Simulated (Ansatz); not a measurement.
Given:

Bi₂S₃:
```yaml
crystal:
  lattice:
    - [4.05652, 0.00000, 0.00000]
    - [-2.02826, 3.51305, 0.00000]
    - [0.00000, 0.00000, 10.40611]
  atoms:
    - { symbol: Bi, position: [0.33333, 0.66667, 0.18055] }
    - { symbol: Bi, position: [0.66667, 0.33333, 0.81945] }
    - { symbol: S, position: [0.00000, 0.00000, 0.00000] }
    - { symbol: S, position: [0.33333, 0.66667, 0.68154] }
    - { symbol: S, position: [0.66667, 0.33333, 0.31846] }
```

This is the PBE-relaxed structure. Cartesian axes are those of the cell as given.

Problem. All from plane-wave PAW PBE (Ansatz code), unless another level is named. Estimate the electron effective mass.

Solution. 0.15 along x (mₑ).

Problem. Predict the formation energy from the elements (no fitted shifts).

Solution. -0.36 eV/atom.

Problem. Predict the smallest direct gap on the standard path.

Solution. 1.21 eV.

Problem. Give the band gap.

Solution. 1.05 eV (indirect).

Problem. Give the valence-band maximum.

Solution. off the standard path, at k = (-0.010, 0.203, 0.391) in fractions of the reciprocal vectors.

Problem. Next, the conduction-band minimum?

Solution. at Γ.

Space group P-3m1 (La2O3 or Ni2Al3 type). The cell is a constructed one: a structure type filled with these elements; neither database checked (COD, Materials Project) lists it. COD files the formula under space group No. 62. Whether it is the stable phase at ambient conditions was not checked. The cell was relaxed with PBE under the symmetry of its start; its stability against distortions is not shown here. The references are the lowest solids computed at this level, not always the standard phases. Spin–orbit coupling is left out wherever it is not named.

Potentials: the earlier of the program's two PAW sets.
